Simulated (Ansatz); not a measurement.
**Fields on a plane of C (graphite type, space group P6_3/mmc)**

```
C
1.0
    2.45536     0.00000     0.00000
   -1.22768     2.12640     0.00000
    0.00000     0.00000     6.67065
C
4
Cartesian
  0.00000   0.00000   1.66766
  0.00000   0.00000   5.00299
  0.00000   1.41760   1.66766
  1.22768   0.70880   5.00299
```

The slice is a (-1 1 0 2) plane (indices of the conventional cell) through the point (0.333, 0.667, 0.250) (fractional), spanned by u = [110] and v = [1 -1 1] in vectors of this cell: u (2.46 Å) and v (7.91 Å, at 90° to u). It covers one period; positions are fractions (u, v).

Atoms on it: C at (0.00, 0.00). Other atoms lie within 1 Å of the plane.

All values below come from r2SCAN+rVV10 (plane waves to 500 eV, PAW, scalar-relativistic; Ansatz, a program for electronic structure). k mesh 15×15×5. Inside the PAW spheres the values are not all-electron values, and peaks at nuclei hang on which shells count as valence. C was relaxed with its symmetry unable to fall.

```
|9988776655667788|
|7766554433445566|
|4444331111113344|
|2211110000001111|
|0000000000000000|
|2222111111111122|
|4444443333334444|
|7777554444445577|
|9988665544556688|
|9999775533557799|
|9988665544556688|
|7777554444445577|
|4444443333334444|
|2222111111111122|
|0000000000000000|
|0011112222221111|
|3344444444444444|
|6677777777777777|
|9999998888889999|
|9999998877889999|
```
Scale: ten equal steps from -1.56 (start of '0') to 0.32 (end of '9'), in the order '0123456789'. Values: log₁₀ of the valence density in e/Å³. The map has 8 points along u (two characters each, u = 0 at the left) and 20 along v (v = 0 in the bottom row). The scale is logarithmic, as a density can span decades between atoms and voids.

```
|xxxx0022332200xx|
|0000446677664400|
|7777888899888877|
|9999999999999999|
|9999999999999999|
|9999999999999999|
|5566778888887766|
|0000336666663300|
|xx00004455440000|
|0000004455440000|
|xx00004455440000|
|0000336666663300|
|5566778888887766|
|9999999999999999|
|9999999999999999|
|9999999999999999|
|7788776655667788|
|0000220000002200|
|xxxx0000xx0000xx|
|xxxx0000000000xx|
```
Scale: ten equal steps from 1.00 (start of '0') to 9.66 (end of '9'), in the order '0123456789'. Values: electrostatic potential energy of an electron, from the cell's mean, in eV. The map has 8 points along u (two characters each, u = 0 at the left) and 20 along v (v = 0 in the bottom row). Points within 0.6 Å of a nucleus are blanked (x), as the pseudised field means little there. Values under 1 eV are set to 1. The zero, the cell's mean, hangs on the PAW cores.
